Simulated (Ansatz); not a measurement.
In2Co3S2:
```cif
data_Co3In2S2
_chemical_formula_sum 'In2 Co3 S2'
_space_group_name_H-M_alt 'P 1'
_space_group_IT_number 1
_cell_length_a 5.52880
_cell_length_b 5.52880
_cell_length_c 5.52880
_cell_angle_alpha 57.291
_cell_angle_beta 57.291
_cell_angle_gamma 57.291
loop_
_space_group_symop_operation_xyz
  'x, y, z'
loop_
_atom_site_label
_atom_site_type_symbol
_atom_site_fract_x
_atom_site_fract_y
_atom_site_fract_z
_atom_site_occupancy
In1 In 0.00000 0.00000 0.00000 1
Co1 Co 0.50000 0.00000 0.00000 1
Co2 Co 0.00000 0.50000 0.00000 1
Co3 Co 0.00000 0.00000 0.50000 1
S1 S 0.27836 0.27836 0.27836 1
S2 S 0.72164 0.72164 0.72164 1
In2 In 0.50000 0.50000 0.50000 1
```
The run is spin-polarised; directions of the spins, atom by atom: 0 ↑ ↑ ↑ 0 0 0.

Relaxed with r²SCAN.

Question: Which orbitals make up the states near the Fermi level in r²SCAN (plane waves, PAW; program Ansatz)?

Answer: Within 0.5 eV of the Fermi level: Co 3d 69 %, S 3p 13 %, In 5p 9 %, In 5s 5 %. Projections are on Löwdin-orthogonalised atomic valence shells; empty p or d shells of many metals are not among them.

Question: Tabulate the density of states.

Answer: States/eV per cell of 7 atoms, in 0.25 eV bins, energy from the Fermi level.

```
E (eV)  total  Co 3d  S 3p  In 5p
------  -----  -----  ----  -----
-7.85    2.30   0.08  0.72   0.17
-7.60    2.53   0.13  0.76   0.19
-7.35    3.93   0.36  1.10   0.31
-7.10    2.38   0.23  0.85   0.31
-6.85    1.90   0.22  0.78   0.30
-6.60    1.74   0.27  0.81   0.27
-6.35    2.18   0.36  1.10   0.34
-6.10    2.87   0.55  1.53   0.41
-5.85    2.96   0.59  1.60   0.39
-5.60    1.93   0.45  0.97   0.18
-5.35    4.24   1.07  1.73   0.44
-5.10    3.93   1.09  1.65   0.35
-4.85    4.06   1.33  1.69   0.28
-4.60    4.94   1.71  1.97   0.32
-4.35    5.64   2.12  2.22   0.33
-4.10    6.02   2.34  2.73   0.28
-3.85    6.48   2.28  3.14   0.37
-3.60    5.83   3.12  1.63   0.52
-3.35    7.09   5.27  0.89   0.51
-3.10    4.35   3.23  0.33   0.48
-2.85    4.28   3.20  0.29   0.50
-2.60    6.81   5.44  0.32   0.65
-2.35    9.06   7.50  0.36   0.75
-2.10    9.58   7.78  0.37   1.04
-1.85   10.28   8.29  0.50   1.04
-1.60   11.09   9.08  0.88   0.75
-1.35    8.90   7.19  0.88   0.46
-1.10    7.38   5.62  0.97   0.45
-0.85    7.64   6.29  0.69   0.38
-0.60    3.82   2.76  0.47   0.37
-0.35    4.53   3.08  0.69   0.45
-0.10    2.22   1.36  0.41   0.22
0.15     2.63   1.81  0.35   0.21
0.40     3.62   2.75  0.31   0.24
0.65     5.49   4.24  0.32   0.45
0.90     2.47   1.51  0.32   0.33
1.15     2.68   1.54  0.39   0.35
1.40     3.13   1.77  0.54   0.42
1.65     3.10   1.47  0.57   0.53
1.90     2.44   0.89  0.49   0.58
2.15     2.50   0.76  0.50   0.78
2.40     2.42   0.71  0.47   0.78
2.65     3.23   0.91  0.62   1.06
2.90     2.70   0.67  0.45   0.98
3.15     2.79   0.59  0.45   1.11
3.40     2.77   0.53  0.42   1.17
3.65     2.30   0.39  0.35   1.03
3.90     1.94   0.24  0.24   0.94
4.15     2.07   0.21  0.26   1.05
4.40     3.64   0.34  0.56   1.79
4.65     3.81   0.37  0.55   1.77
4.90     3.02   0.26  0.35   1.48
```

Space group R-3m. The workflow started from an entry of the Crystallography Open Database (COD). Its standing as an ambient phase is unchecked. The r²SCAN relaxation kept the symmetry of its start; whether a distortion lowers the energy is not shown. The final state is ferromagnetic, the only order run, not a proven ground state. Other orbital occupations within this spin state were not tried. No Hubbard U is applied. The compound may be a true metal, but semilocal functionals without U, or a wrong spin order, can also close a gap. Scalar-relativistic: spin–orbit coupling is off unless named, which matters more the heavier the elements.

Potentials: the later of the program's two PAW sets.
